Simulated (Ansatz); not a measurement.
SrO (rock salt, Fm-3m) at seven volumes, LDA in the plane-wave PAW code Ansatz, scaled uniformly. One row is withheld.

| V (Å³/atom) | P (GPa) |
|---|---|
| 14.776 | ? |
| 15.263 | 7.41 |
| 15.750 | 3.39 |
| 16.237 | -0.01 |
| 16.724 | -2.90 |
| 17.212 | -5.34 |
| 17.699 | -7.41 |

### Question
Fit the shown pressures and predict the withheld one.

### Answer
P = (3/2)B₀(x^(7/2) − x^(5/2))[1 + (3/4)(B′ − 4)(x − 1)] with x = (V₀/V)^(2/3). Least squares on the six rows gives V₀ = 16.235 Å³/atom, B₀ = 104 GPa, B′ = 4.54. At V = 14.776, x = 1.0648 and P = 12.13 GPa. The run itself gave 12.15 GPa.

Symmetry was held in the LDA relaxation; phonons on a q-mesh show no instability.

Potentials: the later of the program's two PAW sets.
